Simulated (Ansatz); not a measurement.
The start is a generated cell, KCl placed in the rocksalt structure type. The structure is fully relaxed (lattice and positions, P = 0) with PBEsol (plane waves to 420 eV, PAW, scalar-relativistic; Ansatz, an electronic-structure program). The first steps use a coarse 7×7×7 k-mesh.

Input geometry:
```
CELL_PARAMETERS angstrom
      0.00000     3.12567     3.12567
      3.12567     0.00000     3.12567
      3.12567     3.12567     0.00000
ATOMIC_POSITIONS crystal
  Cl 0.00000 0.00000 0.00000
  K  0.50000 0.50000 0.50000
```

Q: By how much does the energy per atom fall from start to end?

A: Under 1 meV/atom.

Q: How does the volume change?

A: -0.4 %, from 30.54 to 30.43 Å³/atom.

Q: How do the shortest distances between atoms change?

A: The closest pairs of elements (up to four, under 3.6 Å), start → end: Cl–K 3.13 → 3.12 Å.

Q: Is the relaxed structure metallic? Give its gap.

A: 5.10 eV, direct at Γ (no spin-orbit coupling).

Q: Give the final cell and atomic positions.

A: 
Space group Fm-3m (No. 225); a = b = c = 6.244 Å, α = β = γ = 90.00°

```json
[
 {"atom": "Cl", "site": "4a", "symmetry": "m-3m", "x": "0.0000", "y": "0.0000", "z": "0.0000"},
 {"atom": "K", "site": "4b", "symmetry": "m-3m", "x": "0.5000", "y": "0.5000", "z": "0.5000"}
]
```
(The calculation used a cell of 2 atoms; values per cell refer to that cell.)

The space group stays Fm-3m (No. 225) (the run could not lower it); the end is rock salt type, with 2 atoms in the primitive cell. Final values are on a 9×9×9 k-mesh of the relaxed cell. No spin polarisation in the result.

The run could not lose the symmetry of its start; a randomly shaken copy of 2 atoms returns to this structure.

All atoms sit on sites fixed by symmetry, so only the cell could relax.
